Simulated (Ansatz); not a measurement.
## SiGe, first-principles data

SiGe:
```
CELL_PARAMETERS angstrom
      3.54744     0.00000     0.00000
     -1.77372     3.07217     0.00000
      0.00000     0.00000     6.43774
ATOMIC_POSITIONS crystal
  Ge 0.00000 0.00000 0.00000
  Ge 0.00000 0.00000 0.50000
  Si 0.33333 0.66667 0.25000
  Si 0.66667 0.33333 0.75000
```

Space group P6_3/mmc (No. 194), NiAs type; conventional cell a = b = 3.547 Å, c = 6.438 Å, α = β = 90.00°, γ = 120.00°.

Method: PBEsol in the plane-wave PAW code Ansatz. Structure relaxed to zero pressure with the same functional. Other levels are named where they apply.

Cell and energy:

- Volume per atom = 17.54 Å³
- Density = 4.77 g/cm³
- Formation energy from the elements (no fitted shifts) = 0.32 eV/atom

Electronic structure:

Electronic character: metallic (no gap)
Density of states at the Fermi level: 0.45 states/eV per atom (mean over ±0.08 eV)

Mechanics:

* **Bulk modulus (Birch–Murnaghan fit)**: 80.7 GPa
* **Pressure derivative B′**: 4.0
* **Elastic constants (relaxed ions, GPa)**: C11 = 108, C12 = 50.5, C13 = 82.1, C33 = 143, C44 = 38.8
* **Mechanical stability**: stable (all eigenvalues of C positive)
* **Hill bulk and shear moduli**: 83.3 and 29.4 GPa
* **Young's modulus**: 79.0 GPa
* **Poisson's ratio**: 0.34
* **Debye temperature from the elastic constants**: 320 K

Phonons:

- Highest zone-centre frequency: 244 cm⁻¹
- Zone-centre stability: no imaginary mode at Γ

The cell is a constructed one: a structure type filled with these elements; neither database checked (COD, Materials Project) lists it. Its standing as an ambient phase is unchecked. The PBEsol relaxation kept the symmetry of its start. As this level gives no gap, shear constants depend on the k-mesh and smearing (Fermi–Dirac, 0.1 eV here). As this level gives no gap, phonon frequencies hold no LO–TO term and depend on the k-mesh and smearing (Fermi–Dirac, 0.1 eV here). On the denser mesh and wider smearing of the elastic run this cell carries a stress of 0.3 GPa. The references are the lowest solids computed at this level, not always the standard phases. Spin–orbit coupling is left out wherever it is not named.

Potentials: the earlier of the program's two PAW sets. The files were generated under PBE; for other functionals the program regenerates the frozen cores, and for LDA and PBEsol the local potential too.
